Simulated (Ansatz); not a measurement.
# Is this ZrTi₅C₆ structure a true minimum?

The structure comes from a generated guess, relaxed at this level; another structure or a mixture of phases may lie lower.

These are results of Ansatz 0.2.0, DFT PBE, scalar-relativistic, plane waves, PAW, not measurements. Plane waves to 420 eV, a k mesh through Γ of 12×12×4 on the computed 12-atom cell and Gaussian smearing (0.10 eV); no spin polarisation.

The cell below (12 atoms, space group P4/mmm (No. 123)) is relaxed within its symmetry.

```
Zr Ti C
1.0
     3.12392    0.00000    0.00000
     0.00000    3.12392    0.00000
     0.00000    0.00000   13.17987
Zr Ti C
1 5 6
Direct
  0.00000 0.00000 0.00000
  0.00000 0.00000 0.66264
  0.50000 0.50000 0.82515
  0.50000 0.50000 0.17485
  0.00000 0.00000 0.33736
  0.50000 0.50000 0.50000
  0.00000 0.00000 0.82457
  0.50000 0.50000 0.00000
  0.00000 0.00000 0.17543
  0.50000 0.50000 0.33669
  0.00000 0.00000 0.50000
  0.50000 0.50000 0.66331
```

For the test it was strained at random (σ = 1.5 % a component), the atoms were moved at random (σ = 0.15 Å), and all was relaxed again on a coarse 8×8×2 mesh (in the run’s order of axes) with 0.20 eV smearing, with no symmetry imposed.

**Question.** Does it come back?

**Answer.** It returns, within 1 meV/atom of the unmoved cell on that mesh and with the same symmetry when read at 0.1 Å. So it is stable against the distortions that fit this cell and that this random move excites. Modes that don't fit the cell aren't tested.
